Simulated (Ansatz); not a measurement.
SiGe:
```yaml
crystal:
  lattice:
    - [3.90087, 0.00000, 0.00000]
    - [-1.95044, 3.37825, 0.00000]
    - [0.00000, 0.00000, 6.44245]
  atoms:
    - { symbol: Si, position: [0.66667, 0.33333, 0.87456] }
    - { symbol: Si, position: [0.33333, 0.66667, 0.37456] }
    - { symbol: Ge, position: [0.66667, 0.33333, 0.50044] }
    - { symbol: Ge, position: [0.33333, 0.66667, 0.00044] }
```

Relaxed with PBEsol. Special points in fractions of this cell's reciprocal vectors: Γ (0.000, 0.000, 0.000); M (0.500, 0.000, 0.000); K (0.333, 0.333, 0.000); A (0.000, 0.000, 0.500); L (0.500, 0.000, 0.500); H (0.333, 0.333, 0.500).

Task: List the band energies nearest the valence-band maximum at these points for plane-wave PAW PBEsol (Ansatz code).

Result: In eV from the valence-band maximum; about four levels below and three above (degenerate sets whole), none deeper than 8.9 eV; points with the same levels are listed once.

```
k                        below                          above
-  ---------------------------  -----------------------------
Γ  -1.59 -1.59 -0.32 0.00 0.00            0.40 1.48 2.03 2.03
M      -4.78 -3.18 -3.04 -1.53                 0.35 1.96 3.19
K      -5.26 -3.66 -3.66 -3.40                 0.97 4.78 4.78
A      -0.97 -0.97 -0.97 -0.97  1.20 1.20 3.07 3.07 3.07 3.07
L      -2.61 -2.61 -2.52 -2.52            0.61 0.61 1.77 1.77
H      -4.54 -4.54 -2.11 -2.11            1.33 1.33 3.71 3.71
```

Space group P6_3mc (wurtzite). The workflow started from a Materials Project entry (that database holds measured and hypothetical structures alike); the Crystallography Open Database copy checked does not list it. Its standing as an ambient phase is unchecked. The PBEsol relaxation kept the symmetry of its start; of distortions, only those at the zone centre were tested. Spin–orbit coupling is left out wherever it is not named.

Potentials: the later of the program's two PAW sets.
